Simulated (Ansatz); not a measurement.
CdI$_{2}$:
```cif
data_CdI2
_chemical_formula_sum 'Cd1 I2'
_space_group_name_H-M_alt 'P-3m1'
_space_group_IT_number 164
_space_group_name_Hall '-P 3 2"'
_cell_length_a 4.16394
_cell_length_b 4.16394
_cell_length_c 6.65956
_cell_angle_alpha 90.000
_cell_angle_beta 90.000
_cell_angle_gamma 120.000
loop_
_atom_site_label
_atom_site_type_symbol
_atom_site_symmetry_multiplicity
_atom_site_Wyckoff_symbol
_atom_site_fract_x
_atom_site_fract_y
_atom_site_fract_z
_atom_site_occupancy
Cd1 Cd 1 a 0.00000 0.00000 0.00000 1
I1 I 2 d 0.33333 0.66667 0.25397 1
```

Relaxed with LDA. DFT-LDA in the program Ansatz with PAW potentials gives a gap of 2.14 eV.

What gap does HSE06 give on the same cell (Ansatz, PAW)?

3.29 eV, 1.15 eV more. The hybrid was solved on a coarser mesh and at special points; the gap given is the minimum over both.

```json
[
 {"k": "Γ", "v1 LDA": "-0.15", "c1 LDA": "2.35", "v1 HSE06": "[?]", "c1 HSE06": "[?]"},
 {"k": "A", "v1 LDA": "-0.02", "c1 LDA": "3.69", "v1 HSE06": "-0.03", "c1 HSE06": "4.98"},
 {"k": "K", "v1 LDA": "-1.37", "c1 LDA": "2.44", "v1 HSE06": "-1.44", "c1 HSE06": "3.59"},
 {"k": "H", "v1 LDA": "-0.30", "c1 LDA": "3.49", "v1 HSE06": "[?]", "c1 HSE06": "[?]"},
 {"k": "M", "v1 LDA": "-0.15", "c1 LDA": "2.58", "v1 HSE06": "[?]", "c1 HSE06": "[?]"},
 {"k": "L", "v1 LDA": "-0.59", "c1 LDA": "2.21", "v1 HSE06": "[?]", "c1 HSE06": "[?]"}
]
```

Top valence (v1) and lowest conduction level (c1) in eV from each method's valence maximum (which need not be a listed point): supply the withheld HSE06 values.


- H, v1 HSE06: -0.32
- H, c1 HSE06: 4.71
- Γ, v1 HSE06: -0.14
- Γ, c1 HSE06: 3.68
- M, v1 HSE06: -0.17
- M, c1 HSE06: 3.68
- L, v1 HSE06: -0.62
- L, c1 HSE06: 3.36

Cost on shared cores: the LDA run (SCF on a 8×8×4 mesh, then bands and DOS) roughly 90 core-seconds, the HSE06 run (SCF on 6×6×3, then a few points) very roughly 5 core-minutes; the tasks are unlike.

Symmetry was held in the LDA relaxation. A crystal of weakly bound layers computed without a dispersion correction: the cell and the soft elastic constants depend strongly on that. Scalar-relativistic: spin–orbit coupling is off unless named, which matters more the heavier the elements.

Potentials: the later of the program's two PAW sets.
